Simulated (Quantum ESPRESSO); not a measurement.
Kohn-Sham bands of AlCo$_{3}$C (anti-perovskite)

```
AlCo3C
1.0
    3.72291     0.00000     0.00000
    0.00000     3.72291     0.00000
    0.00000     0.00000     3.72291
Al Co C
1 3 1
Direct
  0.00000   0.00000   0.00000
  0.00000   0.50000   0.50000
  0.50000   0.00000   0.50000
  0.50000   0.50000   0.00000
  0.50000   0.50000   0.50000
```

Cell from Materials Project (mp-10037), symmetrised, no further relaxation. Not found in the COD (Crystallography Open Database) copy used; not checked further. Computed values, not measurements, from PBEsol: Quantum ESPRESSO (norm-conserving PseudoDojo potentials, cutoff 77 Ry, no spin polarisation, no spin-orbit coupling) on a Γ-centred 4×4×4 mesh, then Wannier90. Density: 8×8×8 mesh, cold smearing 0.01 Ry. A non-magnetic state is assumed; magnetic ones were not tried.

Energies are relative to the Fermi level; weights are on the orthonormalised atomic waves of the pseudopotential files, averaged over the group. 58 electrons a cell are treated as valence.

| bands | from (eV) | to (eV) | filling | weight on atomic waves |
|---|---|---|---|---|
| 1–3 | -94.77 | -94.74 | filled | ? |
| 4–6 | -58.77 | -58.57 | filled | ? |
| 7–12 | -58.00 | -57.88 | filled | ? |
| 13 | -14.27 | -11.31 | filled | ? |

### Question
Which atomic shells make up each group?

### Answer

- 1–3, weight on atomic waves: Co 3s 97 %
- 4–6, weight on atomic waves: Co 3p 99 %
- 7–12, weight on atomic waves: Co 3p 100 %
- 13, weight on atomic waves: C 2s 59 %, Co 4s 23 %, Co 3d 11 %

No gap over 0.05 eV opens at the Fermi level at this level of theory.
